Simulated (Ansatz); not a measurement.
Given:

Re:
```cif
data_Re2
_chemical_formula_sum 'Re2'
_space_group_name_H-M_alt 'P 1'
_space_group_IT_number 1
_cell_length_a 3.99639
_cell_length_b 3.99639
_cell_length_c 3.99639
_cell_angle_alpha 60.000
_cell_angle_beta 60.000
_cell_angle_gamma 60.000
loop_
_space_group_symop_operation_xyz
  'x, y, z'
loop_
_atom_site_label
_atom_site_type_symbol
_atom_site_fract_x
_atom_site_fract_y
_atom_site_fract_z
_atom_site_occupancy
Re1 Re 0.00000 0.00000 0.00000 1
Re2 Re 0.25000 0.25000 0.25000 1
```

This is the PBE-relaxed structure.

Question: All from PBE (plane waves, PAW; program Ansatz), unless another level is named. Estimate the density of states at the Fermi level.

Answer: 0.68 states/eV per atom (mean over ±0.08 eV).

Question: Predict the gap with spin–orbit coupling.

Answer: none (metallic).

Space group Fd-3m (diamond). The start of the workflow was typed in or built on a structure type; neither database checked (COD, Materials Project) lists it. It is not the phase usual at ambient conditions (space group No. 194). Symmetry was held in the PBE relaxation; whether a distortion lowers the energy is not shown. The run is not spin-polarised. Scalar-relativistic: spin–orbit coupling is off unless named, which matters more the heavier the elements.

Potentials: the earlier of the program's two PAW sets.
